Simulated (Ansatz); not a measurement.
Rocksalt SrO, relaxed with r2SCAN: 6 runs in Ansatz 0.2.0, each a construction of maximally localised Wannier functions. The symmetry is Fm-3m (No. 225, cubic); conventional cell a = 5.160 Å, 17.17 Å³ an atom. Sr is surrounded by 6 O at 2.58 Å; O is surrounded by 6 Sr at 2.58 Å. Calculated for a static, non-magnetic cell.

```yaml
crystal:
  lattice:
    - [0.00000, 2.57989, 2.57989]
    - [2.57989, 0.00000, 2.57989]
    - [2.57989, 2.57989, 0.00000]
  atoms:
    - { symbol: Sr, position: [0.00000, 0.00000, 0.00000] }
    - { symbol: O, position: [0.50000, 0.50000, 0.50000] }
```

Windows count from the top of the filled bands; a dash means that no such window was set (without an outer window there is no disentanglement). Rows marked drawn have settings drawn at random (some not listed).

```csv
functional,SCF mesh,trial orbitals,functions,mesh,window (eV),frozen (eV),settings,Ω total (Å²),Ω invariant (Å²),largest spread (Å²),least projectability,"interpolation miss of the model's filled bands (eV, to the nearest computed level)"
PBE,6×6×6,O p,3,6×6×6,–,–,chosen,4.00,3.99,1.33,0.88,0.012
r2SCAN,6×6×6,"O s, O p",4,6×6×6,–,–,chosen,6.24,5.99,1.56,0.51,0.031
r2SCAN,6×6×6,O p,3,6×6×6,–,–,chosen,3.85,3.84,1.28,0.89,0.009
HSE06,6×6×6,"O s, O p",4,6×6×6,–,–,chosen,5.96,5.72,1.49,0.54,–
PBE,6×6×6,O p,3,6×6×6,-9.0 to +5.4,–,drawn,3.92,3.91,1.31,0.88,0.082
PBE,6×6×6,O p (loose tolerance),3,6×6×6,–,–,drawn,4.00,3.99,1.33,0.88,0.012
```

1 of the rows take their functions from a window without a frozen part or with a poor projection: such a subspace needn't follow the bands named, so its spread can't be set beside the others.

A dash in the last column means that the miss wasn't evaluated.

The runs are scalar-relativistic, without spin-orbit coupling.
